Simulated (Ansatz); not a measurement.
Zr (hcp (Mg type)), relaxed with LDA (Ansatz, a quantum-chemistry and plane-wave program, plane waves, PAW): a = 3.1432 Å, b = 3.1432 Å, c = 5.0923 Å, α = 90.00°, β = 90.00°, γ = 120.00°.

| Property | Result |
|---|---|
| B₀ by P(V) fit (GPa) | 101 |

The same phase is relaxed and computed with PBE in the same code. What are the cell and these values now?

a = b = 3.2319 Å, c = 5.1715 Å, α = β = 90.00°, γ = 120.00°.

* **B₀ by P(V) fit (GPa)**: 93.1

All cells were relaxed under the symmetry of their starts (and spin orders); stability against distortions was not tested throughout. Rows with no word on spin ran without spin polarisation. Scalar-relativistic: spin–orbit coupling is off unless named, which matters more the heavier the elements.

Potentials: the earlier of the program's two PAW sets.

Ansatz is a plane-wave DFT program.
